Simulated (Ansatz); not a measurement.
AlN (rock salt, Fm-3m), r²SCAN in the plane-wave PAW code Ansatz, all energies at zero smearing, with the estimated change up to a 700 eV cutoff added, with one set of potentials and settings (totals compare only within such a set). Cell of 2 atoms (1 Al, 1 N): -928.158 eV.

| element | reference phase | E (eV/atom) |
|---|---|---|
| Al | Fm-3m, 1 atoms in the cell | -540.4106 |
| N | Pa-3, 8 atoms in the cell | -384.8341 |

Formation energy per atom, worked out: (-928.158 − 1×(-540.4106) − 1×(-384.8341))/2 = -1.457 eV/atom (-141 kJ per mol of atoms), at 0 K, without zero-point energy or fitted corrections.

This is a known high-pressure phase of the composition, computed here at zero pressure and temperature. The cell was relaxed with r²SCAN under the symmetry of its start; whether a distortion lowers the energy is not shown. The volume moved by -17 % from the start of the relaxation. The references are the lowest solids computed at this level, not always the standard phases (solids in place of the gases).

Potentials: the earlier of the program's two PAW sets.
